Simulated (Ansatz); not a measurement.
## Kick test of a cell of SrC8

It was reached by relaxing an invented guess, and it needn't be the stable form of this composition.

Level of theory: DFT PBE+D3(BJ), scalar-relativistic, plane waves, PAW (Ansatz). Plane waves to 420 eV, a k mesh through Γ of 9×9×8 on the computed 9-atom cell and Gaussian smearing (0.10 eV); no spin polarisation.

The cell below (9 atoms, space group P6/mmm (No. 191)) is relaxed within its symmetry.

```cif
data_structure
_symmetry_space_group_name_H-M 'P 1'
_symmetry_Int_Tables_number 1
_cell_length_a 4.9874
_cell_length_b 4.9874
_cell_length_c 4.8180
_cell_angle_alpha 90.000
_cell_angle_beta 90.000
_cell_angle_gamma 120.000
_cell_volume 103.79
loop_
_atom_site_label
_atom_site_type_symbol
_atom_site_fract_x
_atom_site_fract_y
_atom_site_fract_z
_atom_site_occupancy
Sr1 Sr 0.00000 0.00000 0.50000 1
C1 C 0.33333 0.66667 0.00000 1
C2 C 0.33451 0.16726 0.00000 1
C3 C 0.83274 0.66549 0.00000 1
C4 C 0.83274 0.16726 0.00000 1
C5 C 0.16726 0.83274 0.00000 1
C6 C 0.16726 0.33451 0.00000 1
C7 C 0.66549 0.83274 0.00000 1
C8 C 0.66667 0.33333 0.00000 1
```

For the test it was strained at random (σ = 1.5 % a component), the atoms were moved at random (σ = 0.10 Å), and all was relaxed again on a coarse 4×6×6 mesh (in the run’s order of axes) with 0.20 eV smearing, with no symmetry imposed.

Task: What happens?

Result: It returns, within 1 meV/atom of the unmoved cell on that mesh and with the same symmetry when read at 0.1 Å. No instability shows in this cell; modes of other wave vectors, which need another repeat, aren't tested.
